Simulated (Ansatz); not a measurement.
## What a change of settings does to a run on YbSe

The cell comes from COD entry 1010894, which wasn't checked; take it as a given geometry. It is an old determination, and later ones may differ.

First run: DFT, PBEsol, PAW with Ansatz's default frozen-core files, scalar-relativistic (Ansatz 0.2.0).

Command: `ansatz run input.yaml --threads 1 --pin off --max-ram 3072MiB --backend cpu --events-out ev --progress --plain --runs-dir out` The run took 20 s on 1 thread of Arm Neoverse V1, on a shared host, peak memory 0.44 GiB.

```yaml
crystal:
  lattice:
    - [0.0, 2.9335, 2.9335]
    - [2.9335, 0.0, 2.9335]
    - [2.9335, 2.9335, 0.0]
  atoms:
    - { symbol: Yb, position: [0.0, 0.0, 0.0] }
    - { symbol: Se, position: [0.5, 0.5, 0.5] }
kpoints:
  mp_grid: { grid: [10, 10, 10] }
scf:
  occupations: { method: fermi_dirac, width: 0.05 }
hamiltonian:
  xc: pbesol
  pseudopotentials: { kind: paw }
output:
  forces: true
  stress: true
  efg: { contact_densities: true }
relax:
  f_tol: 0.005
  max_steps: 80
  cell: {}
```

Result: converged; relaxed volume 23.512 Å³/atom; 36 SCF iterations in all.

Semilocal functionals without a Hubbard term describe localised f shells poorly; where the shell is localised, the real material differs.

No spin–orbit coupling, which matters for the heavy atoms here.

A second run of a changed input logged this at its end:

```
Error: inconsistent input (magnetization.spin_polarized): false but per-atom `spin:`, `per_species`, `initial_magnetization`, `magnetic_field`, or `spin_locking` is set
```

**Question.** What was wrong with the input?

**Answer.** A moment without spin polarisation, by this change (others could give a like log):
```diff
@@ -5,5 +5,5 @@
     - [2.9335, 2.9335, 0.0]
   atoms:
-    - { symbol: Yb, position: [0.0, 0.0, 0.0] }
+    - { symbol: Yb, position: [0.0, 0.0, 0.0], spin: 2.0 }
     - { symbol: Se, position: [0.5, 0.5, 0.5] }
 kpoints:
@@ -11,4 +11,5 @@
 scf:
   occupations: { method: fermi_dirac, width: 0.05 }
+  max_iter: 50
 hamiltonian:
   xc: pbesol
```
